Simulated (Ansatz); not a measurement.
Li2Ca (cubic Laves (MgCu2 type), Fd-3m) under volume change, r²SCAN in the plane-wave PAW code Ansatz, scaled uniformly.

| V (Å³/atom) | E − E(relaxed) (meV/atom) | P (GPa) |
|---|---|---|
| 25.924 | 13.0 | 1.74 |
| 26.779 | 5.5 | 1.08 |
| 27.633 | 1.3 | 0.50 |
| 28.488 | 0.0 | 0.00 |
| 29.343 | 1.2 | -0.45 |
| 30.197 | 4.7 | -0.84 |
| 31.052 | 10.1 | -1.18 |

**Question.** What does a third-order Birch–Murnaghan fit give for V₀, B₀ and B′?

**Answer.** V₀ = 28.48 Å³/atom, B₀ = 15.8 GPa, B′ = 3.4.

The workflow started from an entry of the Crystallography Open Database (COD), which files this formula under 2 space groups. Its standing as an ambient phase is unchecked. The cell was relaxed with r²SCAN under the symmetry of its start; whether a distortion lowers the energy is not shown.

Potentials: the later of the program's two PAW sets.
